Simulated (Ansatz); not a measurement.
## Two-dimensional strain map in Mo

These are results of DFT PBEsol, scalar-relativistic, plane waves, PAW in Ansatz, not measurements. The runs took a 420 eV cutoff, a Γ-centred 22×22×22 mesh and Gaussian smearing (0.15 eV). No spin polarisation. Energies are free energies at this smearing, counted from the undisturbed cell; pressure is positive in compression.

The starting cell (as given, not relaxed at this level; it stands at -3.2 GPa):

```
Mo
1.0
    -1.57100    1.57100    1.57100
     1.57100   -1.57100    1.57100
     1.57100    1.57100   -1.57100
Mo
1
Direct
  0.00000 0.00000 0.00000
```

The cell is strained by p along both x and y and by q along z, fractional coordinates fixed. Points are written (p, q).

p was sampled at -0.080, -0.040, 0.000, 0.040, 0.080 and q at -0.080, -0.040, 0.000, 0.040, 0.080.

Task: Where on the computed points is the energy highest, and how high?

Result: At (-0.080, -0.080): 894.5 meV/atom.

Task: Away from (0, 0), which computed point is lowest?

Result: (0.000, -0.040): 27.2 meV/atom.

The map, in meV/atom:

| p \ q | -0.080 | -0.040 | 0.000 | 0.040 | 0.080 |
| --- | --- | --- | --- | --- | --- |
| -0.080 | 894.5 | 608.5 | 435.8 | 347.8 | 318.3 |
| -0.040 | 370.0 | 174.3 | 84.6 | 74.9 | 124.2 |
| 0.000 | 147.3 | 27.2 | 0.0 | 46.0 | 147.5 |
| 0.040 | 145.6 | 91.0 | 114.0 | 201.7 | 339.6 |
| 0.080 | 293.6 | 304.5 | 371.0 | 491.1 | 654.6 |